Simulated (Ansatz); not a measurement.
# Magnetic states of nickel, diamond

Computed with DFT, PBEsol, plane waves (420 eV) with PAW, scalar-relativistic (Ansatz 0.2.0). The PAW files were generated under PBE, with cores re-solved for the functional.

Each start was relaxed and then solved on a dense mesh, with Fermi-Dirac smearing of 0.05 eV (0.1 eV in a metal without spin) extrapolated to zero. Rows within 2 meV/atom of each other tie.

Where does each start end, and how do the energies compare? Starts: ferromagnetic; antiferromagnetic; non-magnetic.


| start | ends | ΔE (meV/atom) | V (Å³/atom) |
| --- | --- | --- | --- |
| antiferromagnetic | ferromagnetic, net 0.80 μB per atom | 0.0 | 15.69 |
| ferromagnetic | ferromagnetic, net 0.80 μB per atom | 0.0 | 15.69 |
| non-magnetic | spin not included | 86.9 | 15.65 |
